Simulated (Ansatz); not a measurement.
A geometry of Y away from equilibrium: step 3 of the relaxation of a relaxed Y cell, doubled along one cell vector, shaken by Gaussian noise of σ = 0.08 Å a coordinate. The numbers are results of PBEsol (plane waves to 420 eV, PAW, scalar-relativistic; Ansatz, a program for electronic structure), not measurements. Γ-centred k-mesh 10×5×10 on the run's cell (coarser than for final values), Fermi–Dirac smearing 0.05 eV. The plane waves were selected for a different cell earlier on the path.

```xyz
2
Lattice="3.1997 -0.0002 -0.0005 -0.0005 6.2233 0.0110 -0.0005 0.0055 3.1919" Properties=species:S:1:pos:R:3 pbc="T T T"
Y      0.0607     0.0693    -0.4648
Y      0.0308     3.0618     0.3996
```

Q: What forces act on the atoms (eV/Å)?

A: 
```
atom     Fx     Fy     Fz
----  -----  -----  -----
Y1     0.02  -0.27  -0.69
Y2    -0.02   0.27   0.69
```

The path ends in Fm-3m (No. 225) (fcc (Cu type)). No spin polarisation in the result.

The run could not lose the symmetry of its start: the end is stationary, and may be a saddle point rather than a minimum.

The end of the path is a generated cell of Y: the first start was made by placing the elements on the sites of a structure type, and the end was not matched to a known phase here, so it may be hypothetical. Known forms of Y include space group No. 194.
